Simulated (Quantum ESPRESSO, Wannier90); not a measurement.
**Tight-binding from DFT: HfN (rock salt)**

Cell from Materials Project (mp-2828), symmetrised, no further relaxation. COD (Crystallography Open Database) has an entry of this formula and space group (matched by these alone). Computed values, not measurements, from PBEsol: Quantum ESPRESSO (norm-conserving PseudoDojo potentials, cutoff 68 Ry, no spin polarisation, no spin-orbit coupling) on a Γ-centred 12×12×12 mesh, then Wannier90. Density: 12×12×12 mesh, cold smearing 0.01 Ry. Spin-orbit coupling is left out although heavy elements are present.

```
begin unit_cell_cart
ang
    0.0000000000    2.2558600000    2.2558600000
    2.2558600000    0.0000000000    2.2558600000
    2.2558600000    2.2558600000    0.0000000000
end unit_cell_cart
mp_grid = 12 12 12
```

**Question.** Which shells of neighbouring k-points and which b-vectors and weights does Wannier90 pick for this cell and mesh?

**Answer.** 
```
 *---------------------------------- K-MESH ----------------------------------*
 +----------------------------------------------------------------------------+
 |                    Distance to Nearest-Neighbour Shells                    |
 |                    ------------------------------------                    |
 |          Shell             Distance (Ang^-1)          Multiplicity         |
 |          -----             -----------------          ------------         |
 |             1                   0.201010                      8            |
 |             2                   0.232106                      6            |
 |             3                   0.328248                     12            |
 |             4                   0.384904                     24            |
 |             5                   0.402019                      8            |
 |             6                   0.464212                      6            |
 |             7                   0.505863                     24            |
 |             8                   0.519005                     24            |
       ... (lines left out)
 +----------------------------------------------------------------------------+
 | The b-vectors are chosen automatically                                     |
 | The following shells are used:                       1                     |
 +----------------------------------------------------------------------------+
 |                        Shell   # Nearest-Neighbours                        |
 |                        -----   --------------------                        |
 |                          1               8                                 |
 +----------------------------------------------------------------------------+
 | Completeness relation is fully satisfied [Eq. (B1), PRB 56, 12847 (1997)]  |
 +----------------------------------------------------------------------------+
 |                  b_k Vectors (Ang^-1) and Weights (Ang^2)                  |
 |                  ----------------------------------------                  |
 |            No.         b_k(x)      b_k(y)      b_k(z)        w_b           |
 |            ---        --------------------------------     --------        |
 |             1         0.116053    0.116053   -0.116053     9.281049        |
 |             2         0.116053   -0.116053    0.116053     9.281049        |
 |             3        -0.116053    0.116053    0.116053     9.281049        |
 |             4         0.116053    0.116053    0.116053     9.281049        |
 |             5        -0.116053   -0.116053    0.116053     9.281049        |
 |             6        -0.116053    0.116053   -0.116053     9.281049        |
 |             7         0.116053   -0.116053   -0.116053     9.281049        |
 |             8        -0.116053   -0.116053   -0.116053     9.281049        |
```
